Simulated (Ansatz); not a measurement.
Consider the following.

BeS:
```yaml
crystal:
  lattice:
    - [0.00000, 2.39805, 2.39805]
    - [2.39805, 0.00000, 2.39805]
    - [2.39805, 2.39805, 0.00000]
  atoms:
    - { symbol: Be, position: [0.00000, 0.00000, 0.00000] }
    - { symbol: S, position: [0.25000, 0.25000, 0.25000] }
```

This is the LDA-relaxed structure. Tensor components refer to the Cartesian frame of this cell.

Question: All from the program Ansatz at the LDA level (PAW), unless another level is named. Predict the highest zone-centre frequency (without LO–TO term).

Answer: 17.77 THz.

Question: Give the Young's modulus.

Answer: 170 GPa.

Question: And the piezoelectric stress constants (proper, relaxed ions, C/m²)?

Answer: e14 = e25 = e36 = -0.15.

Space group F-43m (zinc blende). The LDA relaxation kept the symmetry of its start. Signs of piezoelectric constants follow the polarity of the cell as given.

Potentials: the earlier of the program's two PAW sets. The files were generated under PBE; for other functionals the program regenerates the frozen cores, and for LDA and PBEsol the local potential too.
